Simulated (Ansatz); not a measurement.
Slab of fcc Al (111), 6 layers

The slab is cut from the fcc crystal, the stable phase, as relaxed on PAW files (16.50 Å³/atom), with 16 Å of vacuum and a dipole correction:

```
Al
1.0
     2.85749    0.00000    0.00000
    -1.42874    2.47465    0.00000
     0.00000    0.00000   27.66560
Al
6
Direct
  0.16667 0.33333 0.28917
  0.50000 0.00000 0.37350
  0.83333 0.66667 0.45783
  0.16667 0.33333 0.54217
  0.50000 0.00000 0.62650
  0.83333 0.66667 0.71083
```

Level of theory: DFT with PBE, scalar-relativistic, in Ansatz 0.2.0; a Γ-centred 16×16×1 k mesh, Fermi–Dirac smearing of 0.08 eV, no spin polarisation. LAPW: all electrons, basis error target 1 meV/atom; PAW: frozen-core files, cutoff 420 eV.

The bulk energy comes from a cell in the slab's orientation on a 16×16×6 mesh. The surface energy is (E(slab) − N·E(bulk))/2A at zero smearing, the mean of both faces; thin slabs carry quantum-size effects.

Task: As cut, the LAPW slab lies 0.742 eV above 6 atoms of bulk. What surface energy is that?

Result: Over two faces of 7.07 Å² it is 52.5 meV/Å², and times 16.02 J/m² per eV/Å² that gives γ = 0.841 J/m².

```
method  γ as cut (J/m²)  γ relaxed (J/m²)  Φ as cut (eV)  Φ relaxed (eV)
  LAPW            0.841             0.839           4.05            4.05
```

Task: How do the spacings between the planes relax?

Result: From the bottom face up: d12 +0.7 % of 2.333 Å, d23 -0.2 % of 2.333 Å, d34 +0.9 % of 2.333 Å, d45 -0.2 % of 2.333 Å, d56 +0.7 % of 2.333 Å.

Task: What changes if the images along the normal are cut off in place of the dipole correction?

Result: LAPW then gives: no gap, work function 4.05 eV; PAW: no gap, work function 4.05 eV.

Task: A 2p core hole is made on one atom of each kind in every 1×1 cell (PAW hole dataset, neutral cell, valence without spin). What does it cost by layer?

Result: layer 1 73.02 eV, layer 2 72.98 eV, layer 3 73.01 eV. Shifts between layers mean more than the absolute values, and a whole layer of holes screens otherwise than one hole.

Task: In the relaxed 1×1 cell, replace the outer, then the middle Al by Si, which changes a whole layer. What shift does this Z+1 picture give?

Result: E(outer) − E(middle) = -0.05 eV by LAPW and -0.05 eV by PAW; a positive value puts the surface line at higher binding energy.
